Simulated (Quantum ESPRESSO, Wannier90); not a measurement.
## Tight-binding from DFT: Nb (bcc (W type))

Materials Project entry mp-75; symmetrised, unrelaxed at this level. This is the element's usual structure. Method: PBEsol plane waves in Quantum ESPRESSO 7.5 (PseudoDojo norm-conserving files, 66 Ry, spinors with spin-orbit coupling), Bloch states on a 10×10×10 mesh through Γ, Wannier90 4.0.1. Density: 18×18×18 mesh, cold smearing 0.01 Ry.

On the energy scale of pw.x, whose zero is arbitrary, the Fermi level lies at 17.55 eV.

Input w.win:

```
num_bands = 2
num_wann = 2
exclude_bands = 3-42
spinors = true
num_iter = 800
conv_tol = 1.0e-6
conv_window = 4
write_hr = true
write_u_matrices = true
auto_projections = true
begin unit_cell_cart
ang
   -1.6588150000    1.6588150000    1.6588150000
    1.6588150000   -1.6588150000    1.6588150000
    1.6588150000    1.6588150000   -1.6588150000
end unit_cell_cart
begin atoms_frac
Nb   0.0000000000  0.0000000000  0.0000000000
end atoms_frac
mp_grid = 10 10 10
begin kpoints
0.0000000000 0.0000000000 0.0000000000
0.0000000000 0.0000000000 0.1000000000
0.0000000000 0.0000000000 0.2000000000
... (997 more lines: the 10x10x10 mesh through Gamma)
end kpoints
```

Input of pw2wannier90.x that gives the overlap and projection files (equivalent; here they were cut from one run over all bands):

```
&inputpp
  outdir = './out'
  prefix = 'pwscf'
  seedname = 'w'
  write_amn = .true.
  write_mmn = .true.
  atom_proj = .true.
  atom_proj_exclude = 3 4 5 6 7 8 9 10 11 12 13 14 15 16 17 18 19 20
/
```

Output w.wout (banner and timings cut):

```
                                    ------
                                    SYSTEM
                                    ------

                              Lattice Vectors (Ang)
                    a_1    -1.658815   1.658815   1.658815
                    a_2     1.658815  -1.658815   1.658815
                    a_3     1.658815   1.658815  -1.658815

                   Unit Cell Volume:      18.25803  (Ang^3)

                        Reciprocal-Space Vectors (Ang^-1)
                    b_1     0.000000   1.893878   1.893878
                    b_2     1.893878   0.000000   1.893878
                    b_3     1.893878   1.893878   0.000000

 *----------------------------------------------------------------------------*
 |   Site       Fractional Coordinate          Cartesian Coordinate (Ang)     |
 +----------------------------------------------------------------------------+
 | nb   1   0.00000   0.00000   0.00000   |    0.00000   0.00000   0.00000    |
 *----------------------------------------------------------------------------*
                                ------------
                                K-POINT GRID
                                ------------

             Grid size = 10 x 10 x 10      Total points = 1000

 *---------------------------------- MAIN ------------------------------------*
 |  Number of Wannier Functions               :                 2             |
 |  Number of Objective Wannier Functions     :                 2             |
 |  Number of input Bloch states              :                 2             |
 |  Output verbosity (1=low, 5=high)          :                 1             |
 |  Timing Level (1=low, 5=high)              :                 1             |
 |  Optimisation (0=memory, 3=speed)          :                 3             |
 |  Length Unit                               :               Ang             |
 |  Post-processing setup (write *.nnkp)      :                 F             |
 |  Using Gamma-only branch of algorithms     :                 F             |
 *----------------------------------------------------------------------------*
 *------------------------------- WANNIERISE ---------------------------------*
 |  Total number of iterations                :               800             |
 |  Number of CG steps before reset           :                 5             |
 |  Trial step length for line search         :             2.000             |
 |  Convergence tolerence                     :         0.100E-05             |
 |  Convergence window                        :                 4             |
 |  Iterations between writing output         :                 1             |
 |  Iterations between backing up to disk     :               100             |
 |  Write r^2_nm to file                      :                 F             |
 |  Write xyz WF centres to file              :                 F             |
 |  Write on-site energies <0n|H|0n> to file  :                 F             |
 |  Use guiding centre to control phases      :                 F             |
 |  Use phases for initial projections        :                 F             |
 *----------------------------------------------------------------------------*
 *-------------------------------- PLOTTING ----------------------------------*
 |  Plotting Hamiltonian in WF basis          :                 T             |
 *----------------------------------------------------------------------------*

 *---------------------------------- K-MESH ----------------------------------*
 +----------------------------------------------------------------------------+
 |                    Distance to Nearest-Neighbour Shells                    |
 |                    ------------------------------------                    |
 |          Shell             Distance (Ang^-1)          Multiplicity         |
 |          -----             -----------------          ------------         |
 |             1                   0.267835                     12            |
 |             2                   0.378776                      6            |
 |             3                   0.463903                     24            |
 |             4                   0.535669                     12            |
 |             5                   0.598897                     24            |
 |             6                   0.656058                      8            |
 |             7                   0.708624                     48            |
 |             8                   0.757551                      6            |
       ... (lines left out)
 +----------------------------------------------------------------------------+
 | The b-vectors are chosen automatically                                     |
 | The following shells are used:                       1                     |
 +----------------------------------------------------------------------------+
 |                        Shell   # Nearest-Neighbours                        |
 |                        -----   --------------------                        |
 |                          1              12                                 |
 +----------------------------------------------------------------------------+
 | Completeness relation is fully satisfied [Eq. (B1), PRB 56, 12847 (1997)]  |
 +----------------------------------------------------------------------------+
 |                  b_k Vectors (Ang^-1) and Weights (Ang^2)                  |
 |                  ----------------------------------------                  |
 |            No.         b_k(x)      b_k(y)      b_k(z)        w_b           |
 |            ---        --------------------------------     --------        |
 |             1         0.189388    0.189388    0.000000     3.485027        |
 |             2         0.189388    0.000000    0.189388     3.485027        |
 |             3         0.000000    0.189388    0.189388     3.485027        |
 |             4        -0.189388   -0.189388    0.000000     3.485027        |
 |             5         0.000000   -0.189388    0.189388     3.485027        |
 |             6        -0.189388    0.000000    0.189388     3.485027        |
 |             7        -0.189388    0.000000   -0.189388     3.485027        |
 |             8         0.000000    0.189388   -0.189388     3.485027        |
 |             9        -0.189388    0.189388    0.000000     3.485027        |
 |            10         0.000000   -0.189388   -0.189388     3.485027        |
 |            11         0.189388    0.000000   -0.189388     3.485027        |
 |            12         0.189388   -0.189388    0.000000     3.485027        |
 +----------------------------------------------------------------------------+
 |                           b_k Directions (Ang^-1)                          |
 |                           -----------------------                          |
 |            No.           x           y           z                         |
 |            ---        --------------------------------                     |
 |             1         0.189388    0.189388    0.000000                     |
 |             2         0.189388    0.000000    0.189388                     |
 |             3         0.000000    0.189388    0.189388                     |
 |             4         0.000000   -0.189388    0.189388                     |
 |             5        -0.189388    0.000000    0.189388                     |
 |             6        -0.189388    0.189388    0.000000                     |
 +----------------------------------------------------------------------------+

 Starting a new Wannier90 calculation ...

 Reading overlaps from w.mmn

 Reading projections from w.amn

 *------------------------------- WANNIERISE ---------------------------------*
 +--------------------------------------------------------------------+<-- CONV
 | Iter  Delta Spread     RMS Gradient      Spread (Ang^2)            |<-- CONV
 +--------------------------------------------------------------------+<-- CONV

 ------------------------------------------------------------------------------
 Initial State
  WF centre and spread    1  (  0.000000, -0.000000,  0.000000 )     0.42812790
  WF centre and spread    2  (  0.000000,  0.000000, -0.000000 )     0.42812790
  Sum of centres and spreads (  0.000000, -0.000000,  0.000000 )     0.85625579

      0     0.856E+00     0.0000000000        0.8562557911  <-- CONV
        O_D=      0.0000000 O_OD=      0.0000000 O_TOT=      0.8562558 <-- SPRD
 ------------------------------------------------------------------------------
      1     0.000E+00     0.0000000613        0.8562557911  <-- CONV
        O_D=      0.0000000 O_OD=      0.0000000 O_TOT=      0.8562558 <-- SPRD
      2     0.000E+00     0.0000000613        0.8562557911  <-- CONV
        O_D=      0.0000000 O_OD=      0.0000000 O_TOT=      0.8562558 <-- SPRD
      3    -0.222E-15     0.0000000612        0.8562557911  <-- CONV
        O_D=      0.0000000 O_OD=      0.0000000 O_TOT=      0.8562558 <-- SPRD
      4    -0.111E-15     0.0000000611        0.8562557911  <-- CONV
        O_D=      0.0000000 O_OD=      0.0000000 O_TOT=      0.8562558 <-- SPRD
             <<<     Delta < 1.000E-06  over  4 iterations     >>>
             <<< Wannierisation convergence criteria satisfied >>>
 Final State
  WF centre and spread    1  (  0.000000, -0.000000,  0.000000 )     0.42812790
  WF centre and spread    2  (  0.000000,  0.000000, -0.000000 )     0.42812790
  Sum of centres and spreads (  0.000000, -0.000000,  0.000000 )     0.85625579

         Spreads (Ang^2)       Omega I      =     0.856255765
        ================       Omega D      =     0.000000009
                               Omega OD     =     0.000000017
    Final Spread (Ang^2)       Omega Total  =     0.856255791
```
